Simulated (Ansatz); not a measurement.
Si2W in space group P6_222 (No. 180; Si on 6j, W on 3d), DFT-r²SCAN in the program Ansatz with PAW potentials. The conduction-band minimum lies at M, with 3 equivalent valleys. Second derivatives d²E/dk² of the lowest band at one valley (eV·Å²), along Cartesian directions:

```tsv
direction	d²E/dk²
[100]	24.34
[010]	16.49
[001]	23.27
[110]	20.39
[101]	23.81
[011]	19.87
```

Problem. Find the principal effective masses, the density-of-states mass and the conductivity mass.

Solution. Off-diagonal terms follow from H_xy = H[110] − (H_xx + H_yy)/2, and m*/mₑ = 7.620 eV·Å² over each eigenvalue: 0.31, 0.33, 0.46. One valley's DOS mass (m₁m₂m₃)^(1/3) = 0.36, conductivity mass 3/(Σ 1/mᵢ) = 0.36 mₑ.

Problem. What effective density of states Nc follows at 300 K for parabolic valleys?

Solution. Nc = 2.509e19 × 3 × (0.36)^(3/2) ≈ 1.6e19 cm⁻³.

Problem. With the computed static dielectric constant 50.9 (mean of the diagonal), estimate a hydrogenic donor's binding energy and radius.

Solution. E = 13.606 eV × 0.36/50.9² ≈ 1.9 meV; a = 0.529 Å × ε/m* ≈ 75 Å. Semilocal masses tend to be too small where the gap is.

The workflow started from a Materials Project entry (that database holds measured and hypothetical structures alike); the Crystallography Open Database copy checked does not list it. It is not the phase usual at ambient conditions (space group No. 139). The r²SCAN relaxation kept the symmetry of its start; phonons on a q-mesh show no instability. No spin polarisation was allowed. Scalar-relativistic: spin–orbit coupling is off unless named, which matters more the heavier the elements.

Potentials: the later of the program's two PAW sets.
